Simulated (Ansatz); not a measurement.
## Structures of YSc2Pt2: which is lowest?

Plane-wave DFT in Ansatz with scalar-relativistic PAW potentials, cutoff 420 eV, Γ-centred meshes chosen by cell and gap, Gaussian smearing with energies taken to zero width. Every cell was relaxed (cell and atoms) in a run of its own, within the symmetry of its start. Functional: PBE.

Relaxed structures (starts from databases or built by putting these elements on another compound's sites):
A. P-3m1, 5 atoms in the computed cell, a = 3.606 Å, c = 11.005 Å; sites (symmetry × multiplicity) Y -3m. × 1, Sc 3m. × 2, Pt 3m. × 2; start: built
B. I4/mmm, 5 atoms in the computed cell, a = 4.931 Å, c = 9.674 Å; sites (symmetry × multiplicity) Y 4/mmm × 2, Sc 4mm × 4, Pt -4m2 × 4; start: built

Task: Rank them by energy. Could pressure change the order?

Result:
```csv
structure,group,E − E(lowest) (meV/atom),V (Å³/atom),gap on mesh (eV)
B,I4/mmm,0.0,23.52,0.00
A,P-3m1,227,24.79,0.00
```

B is lowest, 227 meV/atom under A. The lowest is also the densest of these, so pressure wouldn't bring one of the others in at first order. Other structures may lie lower than all of these, and vibrations aren't counted.

Spin-orbit coupling is left out, which matters for the bands of heavy elements.